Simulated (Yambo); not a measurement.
G0W0@PBEsol for a free-standing CaI₂ monolayer (symmetry P-3m1, slab cell 16.5 Å high) in Yambo. Reference settings: 6×6×1 Γ-centred k mesh, 135 bands and a 6 Ry block in the screening, 135 bands in G with the Bruneval-Gonze terminator, plasmon pole fitted at 27.2 eV, slab-truncated Coulomb interaction, stochastic integration of W near q = 0. The PBEsol gap Γ → M on this mesh is 3.75 eV; G0W0 gaps are taken between the same points.

The settings were changed. The gap went from 6.82 eV to 6.81 eV, and the shift of the valence edge from -1.47 eV to -1.35 eV.

Which change was made?
(A) 48 bands in G, no terminator
(B) no stochastic integration of W
(C) 85 bands in G
(D) 85 bands in W, 85 bands in G

D, 85 bands in W, 85 bands in G. The others gave (gap, valence shift): 85 bands in G: 6.81, -1.43 eV; 48 bands in G, no terminator: 6.72, -0.80 eV; no stochastic integration of W: 7.42, -1.78 eV.

Spin-orbit coupling is not included.

Geometry relaxed with PBEsol; primitive cell a = b = 4.4357 Å, c = 16.5000 Å, α = β = 90.00°, γ = 120.00°.

This is a model layer cut from the bulk structure; whether it is stable on its own was not checked.

A shift is the quasiparticle energy of the state minus its PBEsol energy.
